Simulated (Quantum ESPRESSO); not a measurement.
# Al2InGaP4: convergence and cost over cutoff and k mesh

Simulated, not a measurement. The program is pw.x of Quantum ESPRESSO 7.5 (plane-wave density functional theory). The cell is made up: 8 atoms on a zincblende/diamond lattice, with randomly drawn elements, strain and displacements, not relaxed. PseudoDojo standard norm-conserving files (v0.5 for PBE, v0.4.1 for LDA and PBEsol) set the functional; there is no spin polarisation, spin-orbit coupling or dispersion term, and the masses in the input are unused placeholders.

Input of the run in row 2:

```
&control calculation='scf', pseudo_dir='./dojo.nc.sr.pbe.v0_5.standard.upf', outdir='./o', disk_io='medium', tprnfor=.true., tstress=.true. /
&system ibrav=0, nat=8, ntyp=4, nbnd=32, ecutwfc=79.96652505, nosym=.true., tot_charge=0,
 occupations='smearing', smearing='fd', degauss=0.0018374661
/
&electrons conv_thr=7.350e-09, electron_maxstep=60, /
ATOMIC_SPECIES
Al 1.0 Al.upf
Ga 1.0 Ga.upf
In 1.0 In.upf
P 1.0 P.upf
CELL_PARAMETERS angstrom
5.7232 -0.0155 0.031
-0.0155 5.7171 -0.0952
0.031 -0.0952 5.7099
ATOMIC_POSITIONS angstrom
Al -0.0067 -0.0087 0.0502
In 0.0194 2.7589 2.8431
Al 2.8444 -0.0294 2.8987
Ga 2.8447 2.8347 0.0012
P 1.453 1.4402 1.3848
P 1.463 4.2381 4.2384
P 4.2617 1.3298 4.2994
P 4.3229 4.2732 1.3655
K_POINTS automatic
4 4 4 1 1 1
```

The same cell was run at these settings. Meshes are shifted by half a step, and differences are from the last row, which is itself not exact.

| cutoff (eV) | k mesh | k points solved | threshold (eV) | free energy less the last row's (eV) | pressure (GPa) | largest stress difference (GPa) | largest force difference (eV/Å) | iterations | wall time (s) | k-point pools | processor |
| --- | --- | --- | --- | --- | --- | --- | --- | --- | --- | --- | --- |
| 762 | 2 x 2 x 2 | 4 | 1e-04 | 2.127 | -16.17 | 13.33 | 0.031 | 7 | 37 | 1 | AMD EPYC, Zen 5 class |
| 1088 | 4 x 4 x 4 | 32 | 1e-07 | 0.006 | -2.87 | 0.01 | 0.001 | 10 | 475 | 1 | AMD EPYC, Zen 5 class |
| 1377 | 6 x 6 x 6 | 108 | 1e-07 | 0.000 | -2.87 | 0.00 | 0.000 | 10 | 1498 | 1 | AMD EPYC, Zen 5 class |

Each pool is one process. Wall times include start-up and a band step at six k points, which weighs most on the coarsest meshes. The runs were on shared virtual cores whose load varied, so times are rough.